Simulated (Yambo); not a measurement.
Absorption of BN (space group P6_3/mmc, No. 194) with and without the electron-hole interaction (Yambo, LDA bands; 12×12×4 mesh, 5 valence and 3 conduction bands, static screening with 22 bands and a 4 Ry block, scissor 1.92 eV, Tamm-Dancoff; field along x). Axes are Cartesian, with cell vectors (Å) (2.51, 0.00, 0.00), (-1.26, 2.18, 0.00), (0.00, 0.00, 7.71).

```csv
E (eV),"Im ε, BSE","Im ε, independent quasiparticles"
4.45,0.71,0.10
4.55,0.87,0.11
4.65,1.08,0.12
4.75,1.39,0.13
4.85,1.85,0.14
4.95,2.58,0.15
5.05,3.85,0.16
5.15,6.27,0.18
5.25,11.4,0.20
5.35,21.4,0.22
5.45,27.1,0.25
5.55,17.3,0.28
5.65,9.60,0.32
5.75,6.37,0.38
5.85,5.53,0.44
5.95,6.63,0.54
6.05,9.38,0.68
6.15,9.17,0.89
6.25,6.33,1.26
6.35,4.72,1.96
6.45,3.98,3.03
6.55,3.36,3.37
6.65,2.68,3.38
6.75,2.24,4.40
6.85,1.80,6.29
6.95,1.59,8.86
7.05,1.56,11.2
7.15,1.46,11.5
7.25,1.20,9.75
7.35,1.07,7.87
7.45,1.05,6.86
7.55,1.05,6.76
7.65,1.14,8.29
7.75,1.08,9.55
7.85,0.86,7.87
7.95,0.73,5.53
8.05,0.70,4.24
8.15,0.77,4.06
8.25,0.70,4.91
8.35,0.52,5.37
8.45,0.42,4.69
8.55,0.39,3.73
8.65,0.35,3.52
8.75,0.36,3.78
8.85,0.40,3.45
8.95,0.42,2.40
9.05,0.46,1.62
9.15,0.59,1.19
9.25,0.71,0.99
9.35,0.54,0.91
9.45,0.41,0.90
9.55,0.34,0.93
9.65,0.29,1.07
9.75,0.30,1.42
9.85,0.32,1.83
9.95,0.33,1.73
10.05,0.39,1.47
10.15,0.36,1.13
10.25,0.31,0.89
10.35,0.30,0.87
10.45,0.28,0.97
10.55,0.32,1.01
10.65,0.31,0.95
10.75,0.26,0.83
10.85,0.23,0.79
10.95,0.21,0.84
11.05,0.21,0.80
11.15,0.21,0.69
11.25,0.19,0.66
11.35,0.21,0.63
```

The scissor comes from a G0W0 run whose convergence isn't established. Broadening 0.15 eV. The band window holds all transitions up to 11.9 eV. Fine structure above the onset can come from the mesh.

Geometry of the Materials Project entry, not relaxed at this level; primitive cell a = b = 2.5124 Å, c = 7.7073 Å, α = β = 90.00°, γ = 120.00°.

The distance between layers or molecules is the database entry's, not relaxed here. Functionals without dispersion can leave it too large, which widens gaps and weakens the response across layers: the numbers belong to this cell.
